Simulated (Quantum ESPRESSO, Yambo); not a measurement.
Levels of theory for the gap of CsO₂H₃

CsO2H3 (space group Amm2, No. 38): one geometry, one set of norm-conserving LDA (Quantum ESPRESSO, 84 Ry, without SOC) orbitals, self-energies from Yambo (4×4×4 Γ-centred k mesh, 137 bands and a 8 Ry block in the screening, 137 bands in G with the Bruneval-Gonze terminator, plasmon pole fitted at 27.2 eV).

The geometry is that of Materials Project entry mp-626417, symmetrised and not relaxed again.

```tsv
level	gap Γ → Γ (eV)	rough Yambo cost
LDA (Quantum ESPRESSO)	4.10	–
exchange only (Hartree-Fock self-energy on LDA orbitals)	14.60	about 1/30 (12 states)
static COHSEX@LDA	8.01	within a factor of two (2 states)
G0W0@LDA, plasmon pole	6.72	1 (12 states)
```

Bare exchange has no screening and gives the widest gap; static COHSEX screens it but leaves out the frequency dependence, which G0W0 restores. All rows use the LDA edge points; in the exchange only run other k points give a smaller gap, 14.50 eV.

Costs are rough ratios of core time on shared machines.

Convergence of the G0W0 settings was not tested.

The structure is a Materials Project entry; no match was found in the copy of COD used, and its stability was not checked.
